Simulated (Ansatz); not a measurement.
# SiO$_{2}$: computed property card

SiO2:
```xyz
30
Lattice="0.0000 9.4978 3.2083 9.4968 0.0000 3.2083 9.4968 9.4978 0.0000" Properties=species:S:1:pos:R:3 pbc="T T T"
Si     4.7484     4.7489     3.1703
Si     9.4968     9.4978     1.5662
Si    13.2439    12.6866     5.6086
Si    15.2465    15.8066     5.6086
Si     8.4955    11.0578     4.0044
Si    10.4981     7.9378     4.0044
Si    12.6849     5.7500     3.9404
Si     6.3087    13.2455     3.9404
Si     7.9365     8.4967     5.5446
Si    11.0571    10.4989     5.5446
O     13.4071    13.2250     4.0960
O     15.0832    15.2683     4.0960
O      8.6587    10.5194     2.4919
O     10.3348     8.4761     2.4919
O      3.7266     5.5867     2.2446
O      5.7702     3.9110     2.2446
O      8.4750     8.6599     0.6404
O     10.5185    10.3356     0.6404
O     11.2998     6.5523     3.9725
O      7.6938    12.4432     3.9725
O     16.0482    17.1921     5.5766
O     12.4422    11.3012     5.5766
O     13.7807     6.5515     3.0508
O      5.2128    12.4440     3.0508
O      9.0323     7.6952     4.6550
O      9.9612    11.3004     4.6550
O     12.4417     4.2843     3.2898
O      6.5519    14.7112     3.2898
O      7.6933     9.9623     4.8939
O     11.3003     9.0332     4.8939
```

Space group I-42d (No. 122); conventional cell a = b = 13.431 Å, c = 6.417 Å, α = β = γ = 90.00°.

Method: plane-wave PAW r²SCAN (Ansatz code). The cell and atoms are relaxed at this level. Other levels are named where they apply.

**Cell and energy**

* **Volume per atom**: 19.29 Å³
* **Density**: 1.72 g/cm³
* **Formation energy from the elements (no fitted shifts)**: -2.96 eV/atom

**Electronic structure**

* **Band gap**: 6.49 eV (direct)
* **Valence-band maximum**: at Γ
* **Conduction-band minimum**: at Γ
* **Electron effective mass**: 0.62 mₑ (isotropic)

**Charges**

- Bader charges = Si +3.36 to +3.37, O -1.68 to -1.67 e

The start of the workflow was typed in or built on a structure type; the Crystallography Open Database copy checked does not list it. It is not the phase usual at ambient conditions (space group No. 92, 152, 154). The cell was relaxed with r²SCAN under the symmetry of its start; its stability against distortions is not shown here. Point labels and valley counts follow the cell and symmetry of the run, lower than the named group. The references are the lowest solids computed at this level, not always the standard phases (solids in place of the gases).

Potentials: the later of the program's two PAW sets.
